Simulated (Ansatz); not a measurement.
# Computed map of one atom of the cell: Bi (A7 type, space group R-3m)

Relaxed Bi (A7 type, space group R-3m):

```
CELL_PARAMETERS angstrom
      2.26684     1.30876     3.88461
     -2.26684     1.30876     3.88461
      0.00000    -2.61752     3.88461
ATOMIC_POSITIONS crystal
  Bi 0.23720 0.23720 0.23720
  Bi 0.76280 0.76280 0.76280
```

Two-dimensional scan of atom 1 (Bi, nearest neighbour Bi at 3.091 Å; its periodic images, 4.5 Å or more away, move with it): u runs along (0.707, 0.707, 0.000), v along (0.000, 0.000, 1.000) (Cartesian). Cell and other atoms are fixed.

These are PBE-D3(BJ) (plane waves to 420 eV, PAW, scalar-relativistic; Ansatz, a first-principles code) values and carry that method's errors. k mesh 10×10×10 (Γ-centred), Fermi-Dirac smearing 0.05 eV. Energies are smeared free energies. Points where atoms come too close for the PAW data are left out (x in tables, blank in figures). With partly filled bands, energies and forces of such displacements shift with the k mesh and the smearing. Fu and Fv are the components of the force on the atom. Bi was relaxed with its symmetry unable to fall. Spin-orbit coupling is left out, though Bi is heavy. The PAW data are Ansatz's earlier set. The zero of ΔE is the undisplaced structure. Axes are in Å.

ΔE (eV/cell), with u across and v down:

| v \ u | -1.020 | -0.510 | 0.000 | 0.510 | 1.020 |
|---|---|---|---|---|---|
| -1.020 | x | 3.824 | 2.198 | x | x |
| -0.510 | 3.585 | 1.526 | 0.635 | 2.044 | x |
| 0.000 | 1.512 | 0.275 | 0.000 | 0.411 | 2.918 |
| 0.510 | 2.400 | 0.304 | 0.014 | 0.209 | 1.441 |
| 1.020 | x | 1.634 | 0.433 | 1.203 | 3.046 |

Fv (eV/Å), with u across and v down:

| v \ u | -1.020 | -0.510 | 0.000 | 0.510 | 1.020 |
|---|---|---|---|---|---|
| -1.020 | x | 4.30 | 2.90 | x | x |
| -0.510 | 6.60 | 3.96 | 2.54 | 5.03 | x |
| 0.000 | 1.30 | 0.96 | -0.02 | 1.45 | 6.77 |
| 0.510 | -5.24 | -1.02 | 0.28 | -0.57 | -0.35 |
| 1.020 | x | -4.44 | -2.14 | -3.50 | -5.85 |

Read from the data:

```
Property                                                  Value
------------------------  -------------------------------------
Lowest place on the grid  u = 0.000 Å, v = 0.000 Å (0 meV/cell)
```

(A displaced cell: forces are minus the slopes of the energy, force constants its curvatures, and phonons follow from these.)
